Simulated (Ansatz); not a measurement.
Mo: energy along a strain

Mo, Im-3m, a = 3.150 Å. Ansatz: r2SCAN, PAW, 500 eV, Γ-centred 26×26×26 mesh on 1 atom, Gaussian smearing 0.15 eV; no spin polarisation. Cell vectors (Å): -1.575 1.575 1.575; 1.575 -1.575 1.575; 1.575 1.575 -1.575. The cell is strained by x per cent times the pattern (0 1 0 0 0 0) in the order xx yy zz yz xz xy (engineering shears), with fractional coordinates held. y is the free energy over the start, V0 = 15.634 Å³/atom.

```
x (%) y (meV/atom)
-4.00             ?
-3.00         23.77
-2.00         10.42
 0.00          0.00
 1.00          2.33
 3.00         20.39
 4.00         35.48
```

Fit y = c1 x + c2 x² + c3 x³ to the other rows, get the stiffness along the pattern, and predict the missing energy.

Least squares on the rows shown. y = −0.079088 x + 2.4535 x² − 0.054011 x³. The clamped-ion stiffness p·C·p = 2 × 24.54 eV × 160.2 / 15.634 Å³ = 503 GPa, which is C22 in these axes (C11 of the cubic crystal); c1 is there for the stress left in the start, which by itself gives a slope of -0.08 meV/atom per %. At x = -4.00 the fit asked for gives 43.03 meV/atom. The run gave 42.90 meV/atom, so the fit is 0.13 meV/atom too high, a small miss on the scale of the series.

Cost: 7 runs of about 5.8 core-minutes in all, on Intel Xeon Processor @ 2.50GHz (Skylake/Cascade Lake) (shared hosts).